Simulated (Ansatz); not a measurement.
WSe2 (fluorite or antifluorite type, space group No. 225) under volume change, the program Ansatz at the PBE level (PAW), scaled uniformly.

| V (Å³/atom) | E − E(relaxed) (meV/atom) | P (GPa) |
|---|---|---|
| 18.081 | 74.7 | 14.66 |
| 18.677 | 31.2 | 8.90 |
| 19.273 | 7.3 | 4.06 |
| 19.869 | 0.0 | 0.00 |
| 20.465 | 6.6 | -3.42 |
| 21.061 | 24.8 | -6.32 |
| 21.657 | 53.1 | -8.79 |

Question: What does a third-order Birch–Murnaghan fit give for V₀, B₀ and B′?

Answer: V₀ = 19.87 Å³/atom, B₀ = 125 GPa, B′ = 4.7.

Space group Fm-3m (fluorite or antifluorite type). The cell is a constructed one: a structure type filled with these elements; neither database checked (COD, Materials Project) lists it. It is not the phase usual at ambient conditions (space group No. 194). The cell was relaxed with PBE under the symmetry of its start; its stability against distortions is not shown here. No spin polarisation was allowed. Scalar-relativistic: spin–orbit coupling is off unless named, which matters more the heavier the elements.

Potentials: the later of the program's two PAW sets.
